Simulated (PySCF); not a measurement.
PySCF single point, B3LYP/6-31G*, density fitting, C-PCM implicit tetrahydrofuran (electrostatics alone), on C2H5N (SMILES C=NC), charge 0, multiplicity 1.

```python
from pyscf import gto, scf, dft
mol = gto.M(atom='''
C     -1.351659     0.210992    -0.000194
N     -0.092878     0.884778    -0.000228
C      0.974591     0.235196    -0.000190
H     -1.908125     0.535546     0.879816
H     -1.908452     0.536020    -0.879816
H     -1.268148    -0.884778    -0.000484
H      1.035133    -0.860596    -0.000179
H      1.908452     0.777379    -0.000178
''', basis='6-31G*', charge=0, spin=0, verbose=3)
mf = dft.RKS(mol, xc='B3LYP')
mf = mf.density_fit()
mf = mf.PCM()
mf.with_solvent.method = 'C-PCM'
mf.with_solvent.eps = 7.6
mf.max_cycle = 100
e = mf.kernel()
print('converged', mf.converged)
print('E_total', e)
print('nao', mol.nao)
print('HOMO', mf.mo_energy[mf.mo_occ > 0].max())
mf.dip_moment()
```

It prints:

```

WARN: PCM is an experimental feature. It is still in testing.
Features and APIs may be changed in the future.

converged SCF energy = -133.94224258227
converged True
E_total -133.94224258226993
nao 52
HOMO -0.24890678763546203
Dipole moment(X, Y, Z, Debye):  0.01995, -1.67912,  0.00018
```

The total energy is -3644.75 eV, -0.11 eV from the same level's vacuum run.
